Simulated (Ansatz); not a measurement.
PbS (rock salt)

```
CELL_PARAMETERS angstrom
      0.00000     6.00891     6.00891
      3.00445     3.00445     6.00891
      3.00445     3.00445     0.00000
ATOMIC_POSITIONS crystal
  S  0.00000 0.00000 0.00000
  S  0.50000 0.00000 0.00000
  Pb 0.00000 0.50000 0.50000
  Pb 0.50000 0.50000 0.50000
```

A phonon eigenvector at X = (0.5, 0.5, 0.0) is frozen into this cell: atom i moves by Q times the vector below, so Q is the largest atomic displacement, in Å. The cell is held. It is one choice among 2 degenerate patterns. (q is in reciprocal vectors of the primitive cell; the cell shown is doubled to hold the pattern.)

| atom | x | y | z |
|---|---|---|---|
| S1 | 0.000 | 0.086 | 0.000 |
| S2 | 0.000 | -0.086 | 0.000 |
| Pb3 | 0.000 | 1.000 | 0.000 |
| Pb4 | 0.000 | -1.000 | 0.000 |

Method: PBE (plane waves to 420 eV, PAW, scalar-relativistic; Ansatz, a program for electronic structure). k mesh 10×10×10 (Γ-centred), Fermi-Dirac smearing 0.05 eV. Energies are smeared free energies. Stress and pressure are positive under compression. PbS was relaxed with its symmetry unable to fall. Spin-orbit coupling is left out, though Pb is heavy. The zero of ΔE is the undisplaced structure.

```tsv
Q (Å)	ΔE (meV/cell)	P (GPa)	−dE/dQ from forces (eV/Å)
-0.180	40.7	0.69	0.546
-0.150	26.5	0.47	0.408
-0.120	16.0	0.30	0.295
-0.090	8.6	0.17	0.203
-0.060	3.7	0.08	0.127
-0.030	0.9	0.02	0.061
0.000	0.0	0.00	0.000
0.030	0.9	0.02	-0.061
0.060	3.7	0.08	-0.127
0.090	8.6	0.17	-0.203
0.120	16.0	0.30	-0.295
0.150	26.5	0.47	-0.408
0.180	40.7	0.69	-0.546
```

Key numbers:

```
Item                                                                                                                 Result
-----------------------------------------------------------  --------------------------------------------------------------
Energy at Q = 0.180 Å                                                                                         40.7 meV/cell
Space group of the distorted cell                                                         Cmcm (No. 63), lowered from Fm-3m
Symmetry of the curve                                                                         even: the same for both signs
Shape of the curve                                           a single well with its minimum at or next to zero displacement
Harmonic wavenumber from the curvature (finite differences)                                                         36 cm⁻¹
Wavenumber by perturbation theory (DFPT, on another k mesh)                                                         36 cm⁻¹
```

(For displaced atoms, the force is minus the slope of the energy, and its curvature is a force constant, which sets phonon frequencies.)
